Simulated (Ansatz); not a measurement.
TiTe₂:
```
TiTe2
1.0
    3.79767     0.00000     0.00000
   -1.89884     3.28888     0.00000
    0.00000     0.00000     6.92755
Ti Te
1 2
Cartesian
  0.00000   0.00000   0.00000
  1.89884   1.09629   5.22564
  0.00000   2.19259   1.70191
```

Relaxed with r²SCAN. Special points in fractions of this cell's reciprocal vectors: Γ (0.000, 0.000, 0.000); M (0.500, 0.000, 0.000); K (0.333, 0.333, 0.000); A (0.000, 0.000, 0.500); L (0.500, 0.000, 0.500); H (0.333, 0.333, 0.500).

List the band energies nearest the Fermi level at these points for DFT-r²SCAN in the program Ansatz with PAW potentials.

In eV from the Fermi level; about four levels below and three above (degenerate sets whole), none deeper than 8.9 eV; points with the same levels are listed once.

```
k                          below                above
-  -----------------------------  -------------------
Γ        -5.09 -1.93 -1.93 -0.17       0.35 0.35 0.45
M        -2.57 -2.53 -2.08 -1.16       0.03 1.13 1.51
K  -3.83 -3.83 -2.72 -2.41 -2.41       1.04 1.36 1.36
A        -3.81 -2.46 -1.90 -1.90  0.35 0.35 0.75 0.75
L        -2.20 -1.46 -0.92 -0.18       1.13 1.49 2.76
H        -4.03 -3.16 -2.05 -2.05       1.04 1.09 1.09
```

Space group P-3m1 (CdI2 type). The cell was relaxed with r²SCAN under the symmetry of its start. No spin polarisation was allowed. A crystal of weakly bound layers computed without a dispersion correction: the cell and the soft elastic constants depend strongly on that. Spin–orbit coupling is left out wherever it is not named.

Potentials: the earlier of the program's two PAW sets.
